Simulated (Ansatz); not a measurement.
In PBE in the plane-wave PAW code Ansatz, Sc$_{2}$GeB$_{2}$ in the hexagonal phase (P-6m2; Sc on 2h, Ge on 1a, B on 1b, B on 1f) relaxes to a = 3.175 Å, c = 7.917 Å. Against the elements it lies at -0.74 eV/atom, with no fitted shifts.

Electronic character: metallic (no gap).

An equation-of-state fit gives a bulk modulus of 125 GPa.

The start of the workflow was typed in or built on a structure type; neither database checked (COD, Materials Project) lists it. Whether it is the stable phase at ambient conditions was not checked. The PBE relaxation kept the symmetry of its start; whether a distortion lowers the energy is not shown. The run is not spin-polarised. The references are the lowest solids computed at this level, not always the standard phases. Scalar-relativistic: spin–orbit coupling is off unless named, which matters more the heavier the elements.

Potentials: the earlier of the program's two PAW sets.
